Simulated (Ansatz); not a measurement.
NbAs:
```yaml
crystal:
  lattice:
    - [-1.70853, 1.70853, 5.76554]
    - [1.70853, -1.70853, 5.76554]
    - [1.70853, 1.70853, -5.76554]
  atoms:
    - { symbol: Nb, position: [0.99926, 0.99926, 0.00000] }
    - { symbol: Nb, position: [0.74926, 0.24926, 0.50000] }
    - { symbol: As, position: [0.41774, 0.41774, 0.00000] }
    - { symbol: As, position: [0.16774, 0.66774, 0.50000] }
```

Relaxed with LDA. Special points in fractions of this cell's reciprocal vectors: Γ (0.000, 0.000, 0.000); X (0.000, 0.000, 0.500); P (0.250, 0.250, 0.250); N (0.000, 0.500, 0.000); M (0.500, 0.500, -0.500); S (0.272, 0.728, -0.272); S0 (-0.272, 0.272, 0.272); R (-0.044, 0.044, 0.500); G (0.500, 0.500, -0.044).

Question: List the band energies nearest the Fermi level at these points for LDA in the plane-wave PAW code Ansatz.

Answer: In eV from the Fermi level; about four levels below and three above (degenerate sets whole), none deeper than 8.9 eV; points with the same levels are listed once.

| k | below | above |
|---|---|---|
| Γ | -2.14 -1.76 -1.41 -1.41 | 0.72 1.32 2.56 |
| X | -2.83 -2.83 -0.60 -0.60 | 2.52 2.52 2.81 2.81 |
| P | -2.87 -2.87 -0.58 -0.58 | 2.53 2.53 2.77 2.77 |
| N | -2.34 -1.81 -1.45 -0.06 | 0.05 1.24 2.22 |
| M | -2.62 -2.62 -0.51 -0.51 | 1.01 1.01 2.04 2.04 |
| S | -2.31 -2.15 -1.43 -0.16 | 0.22 1.53 2.09 |
| R | -2.81 -2.81 -0.64 -0.64 | 2.40 2.40 2.81 2.81 |

Space group I4_1md. Symmetry was held in the LDA relaxation. The run is not spin-polarised. A small band overlap can be real or an error of a semilocal functional. The Fermi level of a semimetal is unsure by some 0.05 eV on such meshes. Spin–orbit coupling is left out wherever it is not named.

Potentials: the earlier of the program's two PAW sets.
